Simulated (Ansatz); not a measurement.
## An elastic constant from a strain scan in HgTe

All numbers below come from DFT r2SCAN, scalar-relativistic, plane waves, PAW (Ansatz). The runs took a 500 eV cutoff, a Γ-centred 16×16×16 mesh and Gaussian smearing (0.15 eV). Spin–orbit coupling is left out, which can shift energies with elements as heavy as these. No spin polarisation. Energies are free energies at this smearing, counted from the undisturbed cell; pressure is positive in compression.

Zero of the scan (relaxed at this level):

```xyz
2
Lattice="0.0000 3.2858 3.2858 3.2858 0.0000 3.2858 3.2858 3.2858 0.0000" Properties=species:S:1:pos:R:3 pbc="T T T"
Hg    0.0000    0.0000    0.0000
Te    4.9286    4.9286    4.9286
```

The cell is strained by ε times the Voigt pattern (0, 1, 0, 0, 0, 0) (xx, yy, zz, yz, xz, xy; engineering shear) with fractional coordinates fixed. The cell holds 2 atoms in V0 = 70.95 Å³. The stress column is τ = (1/V0) dE/dε, got from the stress tensor σ (compression positive) at each point as −det(1 + εP) σ : P(1 + εP)⁻¹, with P the pattern as a tensor.

```
      ε  ΔE (meV/atom)  τ (GPa)
-0.0400              ?        ?
-0.0200          2.377   -1.062
 0.0000          0.000   -0.021
 0.0100          0.506    0.476
 0.0300          4.737    1.425
```

Q: Which combination of elastic constants does this scan measure, and how large is it?

A: For small ε, τ = τ0 + Kε with K = pᵀCp, which for this pattern is C11 in the cubic axes. The parabola through τ at ε = -0.0200, 0 and 0.0100 has slope K = 50 GPa at zero. The energies per cell, E = NΔE, of the same two points give K = 2[E(ε₊)/ε₊ − E(ε₋)/ε₋]/[(ε₊ − ε₋)V0] = 51 GPa, in agreement.

Q: Predict the withheld row at ε = -0.0400 from the harmonic law, and compare.

A: ΔE = V0(τ0 ε + Kε²/2)/N = 9.135 meV/atom and τ = -2.04 GPa. The calculation gives 9.498 meV/atom and -2.16 GPa, a miss of 4.0 % of the harmonic energy, so the harmonic law still holds here.

In a metal these slopes depend on the k mesh and the smearing.

Cost: 5 runs of about 11 core-minutes in all, on Intel Xeon Processor @ 2.50GHz (Skylake/Cascade Lake) (shared hosts).